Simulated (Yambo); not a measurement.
G0W0@LDA for KHF₂ (space group I4/mcm, No. 140) in Yambo. Reference settings: 4×4×4 Γ-centred k mesh, 118 bands and a 6 Ry block in the screening, 118 bands in G with the Bruneval-Gonze terminator, plasmon pole fitted at 27.2 eV. The LDA gap Z → Γ on this mesh is 6.91 eV; G0W0 gaps are taken between the same points.

The settings were changed. The gap went from 11.60 eV to 12.10 eV, and the shift of the valence edge from -2.93 eV to -2.95 eV.

Name the change that produced these shifts.
A. 2×2×2 mesh
B. 38 bands in W, 38 bands in G, 2 Ry block
C. 38 bands in W, 38 bands in G, 3 Ry block
D. 52 bands in W, 52 bands in G

D, 52 bands in W, 52 bands in G. The others gave (gap, valence shift): 2×2×2 mesh: 11.57, -2.83 eV; 38 bands in W, 38 bands in G, 2 Ry block: 13.99, -4.40 eV; 38 bands in W, 38 bands in G, 3 Ry block: 13.58, -3.95 eV.

Geometry of the Materials Project entry, not relaxed at this level; primitive cell a = b = c = 5.188 Å, α = β = 114.69°, γ = 99.48°.

A shift is the quasiparticle energy of the state minus its LDA energy.
